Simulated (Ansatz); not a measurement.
## What a change of settings does: AlSn

First run: DFT, PBEsol, PAW with Ansatz's default frozen-core files, scalar-relativistic (Ansatz 0.2.0).

Command: `ansatz run input.yaml --threads 1 --pin off --max-ram 2048MiB --backend cpu --events-out ev --progress --plain --runs-dir out` It took 7.7 s on 1 thread of Arm Neoverse V2, with other jobs on the host, peak memory 0.39 GiB.

```yaml
crystal:
  lattice:
    - [4.1981056157, 0.0, 0.0]
    - [-2.0990528078, 3.6356661109, 0.0]
    - [0.0, 0.0, 3.306847]
  atoms:
    - { symbol: Al, position: [0.0, 0.0, 0.0] }
    - { symbol: Sn, position: [0.3333333333, 0.6666666667, 0.5] }
kpoints:
  mp_grid: { grid: [10, 10, 11] }
  band_path:
    path:
      - [0.0, 0.0, 0.0]
      - [0.5, 0.0, 0.0]
      - [0.3333333333, 0.3333333333, 0.0]
      - [0.0, 0.0, 0.0]
      - [0.0, 0.0, 0.5]
      - [0.5, 0.0, 0.5]
      - [0.3333333333, 0.3333333333, 0.5]
      - [0.0, 0.0, 0.5]
      - [0.5, 0.0, 0.5]
    npoints: 6
scf:
  occupations: { method: fermi_dirac, width: 0.05 }
hamiltonian:
  xc: pbesol
  pseudopotentials: { kind: paw }
output:
  forces: true
  stress: true
  eigenvalues: true
  efg: { contact_densities: true }
  populations: true
```

The base volume is that of a database entry, so it needn't be at zero pressure; the structure needn't be the stable phase, at rest or compressed.

This run: the series' base cell.

It converges in 7 SCF iterations at a pressure of -2.01 GPa, cutoff 420 eV.

A second input differs as follows:

```diff
   lattice:
-    - [4.1981056157, 0.0, 0.0]
-    - [-2.0990528078, 3.6356661109, 0.0]
-    - [0.0, 0.0, 3.306847]
+    - [7.20785392, 0.0, 0.0]
+    - [-3.60392696, 6.2421846, 0.0]
+    - [0.0, 0.0, 5.67762517]
   atoms:
   occupations: { method: fermi_dirac, width: 0.05 }
+  max_iter: 75
 hamiltonian:
```

Problem. What is wrong with it, and what does the program do?

Solution. The change was made to test a lattice typed in bohr. The run converges in 8 SCF iterations at a pressure of -1.64 GPa, cutoff 420 eV. Compare each number with the sound run's before taking it for a property of the system. The log ends:
```
--- Band table (eV; the first three rows and the last of 84) ---
  k-point 0: bands = ["-23.2415", "-23.2415", "-23.2332", "-23.2332", "-23.2302", "-7.9949", "-5.6112", "-1.3088", "-1.3088", "-0.8847", "-0.1406", "-0.1406", "0.3339"]
  k-point 1: bands = ["-23.2415", "-23.2415", "-23.2332", "-23.2332", "-23.2301", "-7.9892", "-5.6085", "-1.2885", "-1.2885", "-0.9475", "-0.1450", "-0.1450", "0.1822"]
  k-point 2: bands = ["-23.2415", "-23.2415", "-23.2333", "-23.2333", "-23.2301", "-7.9738", "-5.6016", "-1.2307", "-1.2307", "-1.0937", "-0.1614", "-0.1614", "-0.1400"]
  k-point 83: bands = ["-23.2415", "-23.2415", "-23.2333", "-23.2333", "-23.2299", "-7.9093", "-5.5435", "-1.7754", "-1.6739", "-1.1873", "-0.5129", "-0.0260", "0.1824"]
--- Löwdin populations: 2 sites ---
  site symbol       q [e]
     0     Al      2.9080
     1     Sn     14.0862
  spilling = 0.000340 (of n_electrons = 17.000000)
```
